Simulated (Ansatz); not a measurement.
Sc$_{2}$Al:
```
CELL_PARAMETERS angstrom
      4.88652     0.00000     0.00000
     -2.44326     4.23185     0.00000
      0.00000     0.00000     6.16879
ATOMIC_POSITIONS crystal
  Sc 0.00000 0.00000 0.00000
  Sc 0.00000 0.00000 0.50000
  Sc 0.33333 0.66667 0.75000
  Sc 0.66667 0.33333 0.25000
  Al 0.33333 0.66667 0.25000
  Al 0.66667 0.33333 0.75000
```

Relaxed with r²SCAN.

Task: Map the electron localisation function on the plane through (0.000, 0.000, 0.000) spanned by u = [0, 0, 1] and v = [1, -1, 0] in lattice vectors, from r²SCAN (plane waves, PAW; program Ansatz).

Result: x is the fraction of u, y of v (the angle between them is 90°; rows are the nearest grid lines); atoms in the plane: Sc at (0.00, 0.00), Sc at (0.50, 0.00), Sc at (0.75, 0.33), Sc at (0.25, 0.67), Al at (0.25, 0.33), Al at (0.75, 0.67).
```
| .#@*. ... =%%=  =%%= ... .*@#. |
|#%@%=..:-. :*@@%%@@*: .-:..=%@%#|
|@@%+..:=+-..-#%@@%#-..-+=:..+%@@|
|.   .:=**+-.   ..  .-*%%%#=:.  .|
|:...............:-+#%@@@@@%#*=-:|
|+-.  .:-=-.  .:=*#%%@@%%%@@@%%#+|
|+-. .=#%%%*:  .=*%%%%#+==*#%%%#+|
|+. :#@%+=*@%+..-*#%*-  .  .+#%#+|
|+. -%@*: =%@*..-*##*: .::  =#%#+|
|*:  -#@@@@%+. .=#%%%*-.  :+#%%#*|
|*=. .:+##*=. .:+#%%%%#+=+*#%%%#*|
|#*+=:......:-=**################|
|################**=-:......:=+*#|
|*#%%%#*+=+#%%%%#+:. .=*##+:. .=*|
|*#%%#+:  .-*%%%#=. .+%@@@@#-  :*|
|+#%#=  ::. :*##*-..*@%= :*@%- .+|
|+#%#+.  .  -*%#*-..+%@*=+%@#: .+|
|+#%%%#*==+#%%%%*=.  :*%%%#=. .-+|
|+#%%@@@%%%@@%%#*=:.  .-=-:.  .-+|
|:-=*#%@@@@@%#+-:...............:|
|.  .:=#%%%*-.  ..   .-+**=:.   .|
|@@%+..:=+-..-#%@@%#-..-+=:..+%@@|
|#%@%=..:-. :*@@%%@@*: .-:..=%@%#|
| .#@*. ... =%%=  =%%= ... .*@#. |
```
Scale: ten equal steps from 0.012 (start of ' ') to 0.811 (end of '@'), in the order ' .:-=+*#%@'; x runs from 0.000 to 1.00, y from 0.000 (bottom) to 1.00 (top).

The density is the valence pseudo-density with augmentation charge, so density and ELF within about 1 Å of a nucleus are not all-electron values.

Space group P6_3/mmc. The workflow started from a Materials Project entry (that database holds measured and hypothetical structures alike); the Crystallography Open Database copy checked does not list it. Whether it is the stable phase at ambient conditions was not checked. Symmetry was held in the r²SCAN relaxation; its stability against distortions is not shown here. No spin polarisation was allowed.

Potentials: the later of the program's two PAW sets.
